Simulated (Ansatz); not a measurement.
# Ge: frozen-core PAW against all-electron methods

```yaml
crystal:
  lattice:
    - [0.00000, 2.82877, 2.82877]
    - [2.82877, 0.00000, 2.82877]
    - [2.82877, 2.82877, 0.00000]
  atoms:
    - { symbol: Ge, position: [0.50000, 0.50000, 0.50000] }
    - { symbol: Ge, position: [0.75000, 0.75000, 0.75000] }
```

Atoms are numbered in the order listed.

Structure: COD 9011050, as refined from experiment and not relaxed.

Levels of theory: DFT, LDA, PAW with Ansatz's default frozen-core files, scalar-relativistic (Ansatz 0.2.0); DFT, LDA, all-electron LAPW, scalar-relativistic (Ansatz 0.2.0).

For PAW: a Γ-centred 10×10×10 k mesh, Fermi–Dirac smearing of 0.05 eV, cutoff 420 eV, no spin polarisation; the PAW files were made with PBE, and the program remakes their frozen cores for this functional. LAPW targets a basis error of 0.25 meV/atom. The Ansatz runs share mesh, smearing and spin set-up. Plane-wave (PAW) pressures include the program's estimate of the Pulay term.

Stress and pressure are positive in compression.

Levels count from the Fermi level.

PAW results:

```csv
quantity,PAW
pressure (GPa),-1.28
highest filled level at Γ (eV),-0.168
lowest empty level at Γ (eV),0.021
highest filled level at U (eV),-2.612
lowest empty level at U (eV),1.092
highest filled level at X (eV),-3.052
lowest empty level at X (eV),0.683
```

**Question.** What does full-potential LAPW give for the same quantities?

**Answer.** 
| quantity | LAPW |
| --- | --- |
| pressure (GPa) | -1.26 |
| highest filled level at Γ (eV) | -0.169 |
| lowest empty level at Γ (eV) | 0.021 |
| highest filled level at U (eV) | -2.611 |
| lowest empty level at U (eV) | 1.093 |
| highest filled level at X (eV) | -3.052 |
| lowest empty level at X (eV) | 0.684 |
